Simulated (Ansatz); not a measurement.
## Notes on Ir

```yaml
crystal:
  lattice:
    - [0.00000, 1.95274, 1.95274]
    - [1.95274, 0.00000, 1.95274]
    - [1.95274, 1.95274, 0.00000]
  atoms:
    - { symbol: Ir, position: [0.00000, 0.00000, 0.00000] }
```

Single point in Ansatz 0.2.0 with PBEsol, spin-orbit coupling. Cutoff 420 eV, PAW datasets, 15×15×15 Γ-centred k mesh, fermi-dirac filling (width 0.1 eV).

The state carries no moments; the state need not be the lowest.

At the Fermi level: It is a metal, with about 0.85 states/eV a cell as the mean within 0.25 eV of the Fermi level, mostly Ir d (97 %).
Stress: The pressure is -18.5 GPa (compression positive), so with the atoms held at these fractions the cell would first shrink.

Origin: a database entry at a rescaled volume. Caveats: atoms or cell far from equilibrium; the SCF threshold is loose for a stress.
